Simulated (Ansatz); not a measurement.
# Ba4N: stable or not

It was reached by relaxing an invented guess, and it needn't be the stable form of this composition.

These are results of DFT PBE, scalar-relativistic, plane waves, PAW in Ansatz, not measurements. The final run on the 5-atom cell used 420 eV, a Γ-centred 6×6×6 mesh, 0.10 eV smearing and no spin polarisation.

```
Ba N
1.0
     6.67284    0.00000    0.00000
     0.00000    6.67284    0.00000
     0.00000    0.00000    6.67284
Ba N
4 1
Direct
  0.21498 0.21498 0.21498
  0.78502 0.78502 0.21498
  0.78502 0.21498 0.78502
  0.21498 0.78502 0.78502
  0.00000 0.00000 0.00000
```

The zero of energy is the elements' standard structures at the same level (N₂ as a molecule); no fitted shifts are applied.

Problem. These tests were run: energy against the elements; phonons at Γ. What do they show?

Solution.

| test | result |
| --- | --- |
| energy against the elements | −0.25 eV/atom |
| phonons at Γ | lowest optical mode 49 cm⁻¹ |

It fails none of these tests. Whether a mixture of other phases lies lower isn't tested here. Phonons away from Γ weren't computed.

The run for the phonons used a 6×6×6 k mesh and Fermi–Dirac smearing of 0.15 eV.
